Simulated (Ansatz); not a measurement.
One stationary structure of CoSi₂. Space group Fm-3m (No. 225), AFLOW prototype AB2_cF12_225_a_c (C1, as in CaF2). All values below come from r2SCAN (plane waves to 500 eV, PAW, scalar-relativistic; Ansatz, a program for electronic structure).

```cif
data_Co4Si8
_chemical_formula_sum 'Co4 Si8'
_space_group_name_H-M_alt 'Fm-3m'
_space_group_IT_number 225
_space_group_name_Hall '-F 4 2 3'
_cell_length_a 5.31476
_cell_length_b 5.31476
_cell_length_c 5.31476
_cell_angle_alpha 90.000
_cell_angle_beta 90.000
_cell_angle_gamma 90.000
loop_
_atom_site_label
_atom_site_type_symbol
_atom_site_symmetry_multiplicity
_atom_site_Wyckoff_symbol
_atom_site_fract_x
_atom_site_fract_y
_atom_site_fract_z
_atom_site_occupancy
Co1 Co 4 a 0.00000 0.00000 0.00000 1
Si1 Si 8 c 0.25000 0.25000 0.25000 1
```
(The calculation used a cell of 3 atoms; values per cell refer to that cell.)

Question: Predict the magnetic moment from r2SCAN.

Answer: Zero (the starting moments vanished).

No spin polarisation in the result: the starting moments vanished. The relaxed primitive cell holds an odd number of electrons. A magnetic state may lie lower.

The run could not lose the symmetry of its start.

The first start was generated by placing the elements on the sites of a structure type. A measured structure of CoSi2 has the same space group, Fm-3m (No. 225); the sites were not compared with it.
